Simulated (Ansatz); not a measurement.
According to PBE (plane waves, PAW; program Ansatz), Rh in the diamond structure (Fd-3m) relaxes to a = 5.512 Å. Rh has 4 nearest neighbours from 2.39 Å (tetrahedral).

Electronic character: metallic (no gap). Gap from PBE with spin–orbit coupling: none (metallic). The magnetic state found is non-magnetic (starting moments vanished).

An equation-of-state fit gives a bulk modulus of 129 GPa.

The start of the workflow was typed in or built on a structure type; neither database checked (COD, Materials Project) lists it. It is not the phase usual at ambient conditions (space group No. 225). The PBE relaxation kept the symmetry of its start; whether a distortion lowers the energy is not shown. The workflow began spin-polarised and lost its moments. Scalar-relativistic: spin–orbit coupling is off unless named, which matters more the heavier the elements.

Potentials: the later of the program's two PAW sets.
